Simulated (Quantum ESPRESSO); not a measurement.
# Mo3Zr2SnPdRh: different elements on one site, starting from this cell

Simulated, not a measurement. The program is pw.x of Quantum ESPRESSO 7.5 (plane-wave density functional theory). The cell is made up: eight metal atoms on a face-centred cubic lattice, with elements, volume, strain and displacements drawn at random and not relaxed, so it may be unstable or far from any real phase. PseudoDojo standard norm-conserving files set the functional (PBE unless stated); there is no spin polarisation or spin-orbit coupling, the Fermi-Dirac width of 0.25 eV means electrons at about 2900 K, and the masses in the input are unused placeholders. The tin pseudopotential is less sure than most, with forces differing by about three percent from a second method on plain tin. Heavy elements are run without spin-orbit coupling, which real alloys of them have. A spin test at this wide smearing found no moment, but such smearing suppresses magnetism that the real alloy may have.

The runs put different elements on site 8. Cell, positions, cutoff, mesh and smearing stay as in the input of run 1; sites are counted in its order. Stress in the tables is positive in tension.

Input of run 1:

```
&control calculation='scf', pseudo_dir='./dojo.nc.sr.pbe.v0_5.standard.upf', outdir='./o', disk_io='minimal', tprnfor=.true., tstress=.true. /
&system ibrav=0, nat=8, ntyp=5, nbnd=75, ecutwfc=87.97787729, nosym=.true., tot_charge=0,
 occupations='smearing', smearing='fd', degauss=0.0183746611
/
&electrons conv_thr=1.470e-08, electron_maxstep=70, mixing_beta=0.5 /
ATOMIC_SPECIES
Mo 1.0 Mo.upf
Pd 1.0 Pd.upf
Rh 1.0 Rh.upf
Sn 1.0 Sn.upf
Zr 1.0 Zr.upf
CELL_PARAMETERS angstrom
0.0707 2.1446 2.1188
-4.2119 -0.0732 -0.0681
-0.0102 -8.5215 8.4182
ATOMIC_POSITIONS angstrom
Mo 0.0309 0.0041 -0.0267
Zr 0.0093 -2.0973 2.1479
Sn -0.0287 -4.2803 4.2197
Zr 0.005 -6.3119 6.421
Mo -2.1532 -0.1111 2.0985
Mo -1.9914 -2.1597 4.1445
Pd -2.0122 -4.2676 6.234
Rh -2.0651 -6.4563 8.3906
K_POINTS automatic
8 6 2 1 1 1
```

| run | elements on sites 1 to 8 | -TS (eV) | pressure (GPa) | stress xx (GPa) | stress yy (GPa) | stress zz (GPa) | stress yz (GPa) | stress xz (GPa) | stress xy (GPa) | iterations |
| --- | --- | --- | --- | --- | --- | --- | --- | --- | --- | --- |
| 1 | Mo Zr Sn Zr Mo Mo Pd Rh | -1.870 | -8.19 | 11.33 | 6.40 | 6.85 | -0.92 | 0.49 | 1.03 | 23 |
| 2 | Mo Zr Sn Zr Mo Mo Pd Hf | -1.885 | 0.71 | 1.50 | -2.03 | -1.60 | -1.88 | 0.60 | 0.64 | 22 |
| 3 | Mo Zr Sn Zr Mo Mo Pd Mg | -1.683 | -2.44 | 3.29 | 2.17 | 1.86 | -1.38 | 0.80 | 0.88 | 21 |
| 4 | Mo Zr Sn Zr Mo Mo Pd Au | -1.710 | -4.74 | 6.49 | 4.08 | 3.63 | -1.73 | 0.94 | 1.23 | 20 |
| 5 | Mo Zr Sn Zr Mo Mo Pd Ta | -1.946 | -2.62 | 5.75 | 0.70 | 1.40 | -0.60 | 0.21 | 0.32 | 25 |

Forces Fx Fy Fz (eV/Å):

| site | run 1 | run 2 | run 3 | run 4 | run 5 |
| --- | --- | --- | --- | --- | --- |
| 1 | -0.18 -0.18 0.08 | -0.32 -0.84 0.50 | -0.21 -0.70 0.61 | -0.20 -0.72 0.75 | -0.29 -0.57 0.16 |
| 2 | -0.17 -0.04 -0.34 | -0.19 -0.17 -0.23 | -0.18 -0.09 -0.30 | -0.17 0.01 -0.39 | -0.19 -0.18 -0.22 |
| 3 | 0.54 0.06 -0.29 | 0.54 0.10 -0.35 | 0.55 0.09 -0.33 | 0.55 0.05 -0.28 | 0.54 0.10 -0.34 |
| 4 | 0.18 -1.00 0.69 | 0.26 0.26 -1.14 | 0.27 -0.03 -0.66 | 0.26 -0.63 0.00 | 0.24 -0.01 -0.77 |
| 5 | 0.42 1.26 -0.97 | 0.50 0.79 -0.55 | 0.41 1.03 -0.77 | 0.41 1.21 -0.95 | 0.48 0.90 -0.65 |
| 6 | -0.45 0.18 0.07 | -0.48 0.30 -0.07 | -0.46 0.23 0.00 | -0.45 0.15 0.08 | -0.48 0.27 -0.03 |
| 7 | -0.31 -0.12 0.46 | -0.32 -0.03 0.45 | -0.32 -0.28 0.63 | -0.32 -0.15 0.50 | -0.31 0.00 0.42 |
| 8 | -0.03 -0.15 0.30 | 0.02 -0.43 1.39 | -0.05 -0.25 0.83 | -0.09 0.07 0.28 | 0.01 -0.50 1.44 |

Energies are left out, as each element's file has its own zero. A rerun of one cell of this series at a higher cutoff and on a denser mesh moved values by no more than 0.005 eV in energy, 0.02 GPa in stress and 0.006 eV/Å in force, and a second program with other atomic files agreed on that cell to 2 % rms in force and 0.5 GPa in pressure.